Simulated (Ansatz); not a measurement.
Al3V:
```
CELL_PARAMETERS angstrom
      3.83286     0.00000     0.00000
      0.00000     3.83286     0.00000
      0.00000     0.00000     3.83286
ATOMIC_POSITIONS crystal
  Al 0.50000 0.50000 0.00000
  Al 0.00000 0.50000 0.50000
  Al 0.50000 0.00000 0.50000
  V  0.00000 0.00000 0.00000
```

Relaxed with LDA. Special points in fractions of this cell's reciprocal vectors: Γ (0.000, 0.000, 0.000); X (0.000, 0.500, 0.000); M (0.500, 0.500, 0.000); R (0.500, 0.500, 0.500).

Task: List the band energies nearest the Fermi level at these points for DFT-LDA in the program Ansatz with PAW potentials.

Result: In eV from the Fermi level; about four levels below and three above (degenerate sets whole), none deeper than 8.9 eV; points with the same levels are listed once.

```json
[
 {"k": "Γ", "below": "-2.23 -2.23 -2.23 -0.39 -0.39 -0.39", "above": "0.52 3.89 3.89"},
 {"k": "X", "below": "-2.53 -2.49 -2.49 -0.18", "above": "0.31 0.78 0.78"},
 {"k": "M", "below": "-6.36 -6.36 -5.38 -1.59 -1.59", "above": "0.24 0.26 0.45"},
 {"k": "R", "below": "-3.71 -3.71 -3.71 -0.16", "above": "0.49 0.49 2.27 2.27 2.27"}
]
```

Space group Pm-3m (Cu3Au type). The workflow started from a Materials Project entry (that database holds measured and hypothetical structures alike); the Crystallography Open Database copy checked does not list it. Whether it is the stable phase at ambient conditions was not checked. The LDA relaxation kept the symmetry of its start; its stability against distortions is not shown here. No spin polarisation was allowed.

Potentials: the later of the program's two PAW sets.
